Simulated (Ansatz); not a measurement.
# What DFT gives for HOs

```
Os H
1.0
     2.79945    0.00000    0.00000
     0.03881    2.76271    0.00000
     0.00000    0.00000   26.53794
Os H
4 4
Cartesian
  2.6071 2.7307 9.8382
  2.3928 0.1940 12.4958
  2.1963 0.2742 15.3230
  2.1159 0.3483 18.0379
  1.3331 1.3270 8.5000
  1.1593 1.5172 11.2205
  0.9472 1.5753 13.8607
  0.7124 1.7247 16.6835
```

Single point in Ansatz 0.2.0 with m-r2SCAN, dipole correction along c, no spin polarisation. Cutoff 500 eV, PAW datasets, 6×6×1 (shifted by 0, 0.5, 0 steps) k mesh, fermi-dirac filling (width 0.1 eV).

Question: What is the formation energy?

Answer: 1.63 eV an atom against the elements' usual phases (free molecules for gases, crystals otherwise, with no correction for O₂ or N₂), so at this geometry it isn't bound against them. Relaxing would lower it.

Question: Which atom feels the largest force, and which way?

Answer: The largest is on Os4: 2.63 eV/Å, components (0.20, -0.14, -2.62). It makes 50° with the line to a nearest neighbour, H8 at 2.37 Å.

Question: What happens at the Fermi level?

Answer: It is a metal, with about 7.6 states/eV a cell as the mean within 0.25 eV of the Fermi level, mostly Os d (88 %).

Question: What do density and ELF say about some of the short contacts?

Answer: Os–H at 2.21 Å: least valence density 0.31 e/Å³ and ELF 0.38 there. H–H at 2.65 Å: least valence density 0.14 e/Å³ and ELF 0.15 there. Os–Os at 2.67 Å: least valence density 0.51 e/Å³ and ELF 0.43 there. Both are smooth PAW fields, read partly inside the augmentation spheres.

Origin: a slab in vacuum, so it need not be a known compound. Caveats: the exchange-correlation potential is rough where the density is thin; the k mesh is coarse if the cell is a metal; atoms or cell far from equilibrium; stress is the mean over slab and vacuum; m-r2SCAN is r2SCAN with a changed spin dependence that lowers moments.
